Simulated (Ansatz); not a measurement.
Relaxed-ion elastic tensor of H$_{4}$BrN in space group P4/nmm (No. 129; H on 8i, Br on 2c, N on 2a) in GPa (Voigt order), LDA in the plane-wave PAW code Ansatz; density 2.69 g/cm³, 10.08 Å³ per atom.

```tsv
	1	2	3	4	5	6
1	36.2	16.3	9.6	0.0	0.0	0.0
2	16.3	36.2	9.6	0.0	0.0	0.0
3	9.6	9.6	29.5	0.0	0.0	0.0
4	0.0	0.0	0.0	11.4	0.0	0.0
5	0.0	0.0	0.0	0.0	11.4	0.0
6	0.0	0.0	0.0	0.0	0.0	13.4
```

**Question.** Is the crystal mechanically stable?

**Answer.** Yes: the smallest eigenvalue of C is 11.4 GPa.

**Question.** Work out the Voigt, Reuss and Hill averages.

**Answer.** K_V = 19.2, K_R = 18.7, K_H = 18.9; G_V = 11.7, G_R = 11.5, G_H = 11.6 GPa.

**Question.** Give Young's modulus, Poisson's ratio, Pugh's ratio and the universal anisotropy index.

**Answer.** E = 9KG/(3K + G) = 28.8 GPa; ν = 0.25; K/G = 1.64 (brittle by the Pugh limit of 1.75); A_U = 5G_V/G_R + K_V/K_R − 6 = 0.11.

**Question.** Estimate the sound speeds and the Debye temperature.

**Answer.** v_l = √((K + 4G/3)/ρ) = 3570 m/s, v_t = √(G/ρ) = 2070 m/s, mean 2300 m/s; Θ = (h/k)(3n/4πV)^(1/3) v_m = 317 K.

**Question.** How much does each axis shrink under pressure?

**Answer.** Linear compressibilities β_i = Σ_j S_ij (j = 1 to 3): x 15, y 15, z 24 per TPa.

The first step of the workflow began from a Materials Project structure, measured or hypothetical; the Crystallography Open Database files this formula in space group No. 129, but the cells were not matched. Its standing as an ambient phase is unchecked. The cell was relaxed with LDA under the symmetry of its start; phonons on a q-mesh show no instability. A crystal of weakly bound molecules computed without a dispersion correction: the cell and the soft elastic constants depend strongly on that.

Potentials: the later of the program's two PAW sets.
